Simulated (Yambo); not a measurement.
## PbSe: sweep of GW parameters

G0W0@PBE for PbSe (rock salt, space group Fm-3m, No. 225) in Yambo. Reference settings: 4×4×4 Γ-centred k mesh, bands 14 to 267 and a 15 Ry block in the screening, 267 bands in G with the Bruneval-Gonze terminator, plasmon pole fitted at 27.2 eV. The PBE gap L → L on this mesh is 0.25 eV; G0W0 gaps are taken between the same points.

```
change from the reference                    G0W0 gap L → L (eV)  shift of the valence edge (eV)        rough Yambo cost
-------------------------------------------  -------------------  ------------------------------  ----------------------
reference settings                                          0.36                           -0.35                       1
96 bands in W, 96 bands in G                                0.32                           -0.18               about 1/3
143 bands in W, 143 bands in G                              0.34                           -0.28               about 1/2
206 bands in W, 206 bands in G                              0.35                           -0.33  within a factor of two
96 bands in W, 96 bands in G, 9 Ry block                    0.29                           -0.15               about 1/5
143 bands in W, 143 bands in G, 6 Ry block                  0.28                           -0.19               about 1/3
143 bands in W, 143 bands in G, 9 Ry block                  0.30                           -0.23               about 1/3
143 bands in W, 143 bands in G, 12 Ry block                 0.34                           -0.27               about 1/3
206 bands in W, 206 bands in G, 6 Ry block                  0.28                           -0.22               about 1/2
206 bands in W, 206 bands in G, 9 Ry block                  0.31                           -0.27               about 1/2
6 Ry block                                                  0.28                           -0.24  within a factor of two
12 Ry block                                                 0.35                           -0.34  within a factor of two
pole fitted at 40 eV                                        0.37                           -0.43                       –
pole fitted at 15 eV                                        0.34                           -0.23                       –
96 bands in G, no terminator                                0.26                           -0.09                       –
```

The reference isn't shown to be the converged limit. Costs are rough (shared machines), scaled to the same edge states, and given only for runs that recompute the screening.

Spin-orbit coupling is left out; with 6p states at a band edge it can lower the gap by many tenths of an eV, most of a small gap. So small a PBE gap in heavy elements may be inverted, where one-shot corrections to single bands mislead.

Geometry relaxed with PBEsol; primitive cell a = 4.311 Å, b = 4.311 Å, c = 4.311 Å, α = 60.00°, β = 60.00°, γ = 60.00°.

A shift is the quasiparticle energy of the state minus its PBE energy.

The potentials are those of PseudoDojo's stringent table.
